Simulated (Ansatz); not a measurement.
InMo3C:
```xyz
5
Lattice="4.1983 0.0000 0.0000 0.0000 4.1983 0.0000 0.0000 0.0000 4.1983" Properties=species:S:1:pos:R:3 pbc="T T T"
In     0.0000     0.0000     0.0000
Mo     0.0000     2.0992     2.0992
Mo     2.0992     0.0000     2.0992
Mo     2.0992     2.0992     0.0000
C      2.0992     2.0992     2.0992
```

Relaxed with r²SCAN.

Problem. Map the electron localisation function on the plane through (0.000, 0.000, 0.000) spanned by u = [1, 0, 0] and v = [0, 1, 1] in lattice vectors, from the program Ansatz at the r²SCAN level (PAW).

Solution. x is the fraction of u, y of v (the angle between them is 90°; rows are the nearest grid lines); atoms in the plane: In at (0.00, 0.00), Mo at (0.00, 0.50), C at (0.50, 0.50).
```
y \ x   0.000  0.0952  0.190  0.286  0.381  0.476  0.524  0.619  0.714  0.810  0.905   1.00
------  -----  ------  -----  -----  -----  -----  -----  -----  -----  -----  -----  -----
1.00    0.000   0.017  0.241  0.213  0.299  0.269  0.269  0.299  0.213  0.241  0.017  0.000
0.933   0.016   0.097  0.246  0.247  0.328  0.299  0.299  0.328  0.247  0.246  0.097  0.016
0.833   0.229   0.218  0.296  0.421  0.381  0.364  0.364  0.381  0.421  0.296  0.218  0.229
0.767   0.293   0.350  0.450  0.423  0.336  0.310  0.310  0.336  0.423  0.450  0.350  0.293
0.700   0.130   0.163  0.288  0.379  0.377  0.382  0.382  0.377  0.379  0.288  0.163  0.130
0.600   0.703   0.640  0.227  0.401  0.749  0.746  0.746  0.749  0.401  0.227  0.640  0.703
0.533   0.415   0.727  0.439  0.436  0.710  0.140  0.140  0.710  0.436  0.439  0.727  0.415
0.467   0.415   0.727  0.439  0.436  0.710  0.140  0.140  0.710  0.436  0.439  0.727  0.415
0.400   0.703   0.640  0.227  0.401  0.749  0.746  0.746  0.749  0.401  0.227  0.640  0.703
0.300   0.130   0.163  0.288  0.379  0.377  0.382  0.382  0.377  0.379  0.288  0.163  0.130
0.233   0.293   0.350  0.450  0.423  0.336  0.310  0.310  0.336  0.423  0.450  0.350  0.293
0.167   0.229   0.218  0.296  0.421  0.381  0.364  0.364  0.381  0.421  0.296  0.218  0.229
0.0667  0.016   0.097  0.246  0.247  0.328  0.299  0.299  0.328  0.247  0.246  0.097  0.016
0.000   0.000   0.017  0.241  0.213  0.299  0.269  0.269  0.299  0.213  0.241  0.017  0.000
```

The density is the valence pseudo-density with augmentation charge, so density and ELF within about 1 Å of a nucleus are not all-electron values.

Space group Pm-3m (anti-perovskite). The start of the workflow was typed in or built on a structure type; neither database checked (COD, Materials Project) lists it. Its standing as an ambient phase is unchecked. Symmetry was held in the r²SCAN relaxation; whether a distortion lowers the energy is not shown. The run is not spin-polarised. Its formation energy is positive at this level, so the cell may be metastable or incomplete.

Potentials: the later of the program's two PAW sets.
